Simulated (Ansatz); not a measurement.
Ba, A15: geometry optimisation

Level of theory: DFT, BLYP, plane waves (420 eV) with PAW, scalar-relativistic (Ansatz). (PAW data from PBE, frozen cores regenerated.)

k-point mesh 4×4×4, Fermi-Dirac smearing 0.1 eV, no spin polarisation. Cell and atoms relax.

Starting structure:

```yaml
crystal:
  lattice:
    - [7.93701, 0.00000, 0.00000]
    - [0.00000, 7.93701, 0.00000]
    - [0.00000, 0.00000, 7.93701]
  atoms:
    - { symbol: Ba, position: [0.00000, 0.00000, 0.00000] }
    - { symbol: Ba, position: [0.50000, 0.50000, 0.50000] }
    - { symbol: Ba, position: [0.25000, 0.00000, 0.50000] }
    - { symbol: Ba, position: [0.75000, 0.00000, 0.50000] }
    - { symbol: Ba, position: [0.50000, 0.25000, 0.00000] }
    - { symbol: Ba, position: [0.50000, 0.75000, 0.00000] }
    - { symbol: Ba, position: [0.00000, 0.50000, 0.25000] }
    - { symbol: Ba, position: [0.00000, 0.50000, 0.75000] }
```

**Question.** The pressure at the start is 0.7 GPa. By how much does the volume change?

**Answer.** From 62.50 to 67.61 Å³ per atom, 8.2 %. The final cell has a = 8.148 Å.

**Question.** How much energy does the relaxation gain?

**Answer.** 11.6 meV per atom.

Path of the relaxation (the plane waves are chosen anew near the end, which can shift the energy a little):

```json
{"step": "0", "E − E(final) (meV/atom)": "11.59", "V (Å³/atom)": "62.500", "P (GPa)": "0.72", "max force (eV/Å)": "0.000"}
{"step": "1", "E − E(final) (meV/atom)": "5.53", "V (Å³/atom)": "64.117", "P (GPa)": "0.48", "max force (eV/Å)": "0.000"}
{"step": "2", "E − E(final) (meV/atom)": "0.03", "V (Å³/atom)": "67.612", "P (GPa)": "0.04", "max force (eV/Å)": "0.000"}
{"step": "3", "E − E(final) (meV/atom)": "0.00", "V (Å³/atom)": "67.612", "P (GPa)": "0.04", "max force (eV/Å)": "0.000"}
```
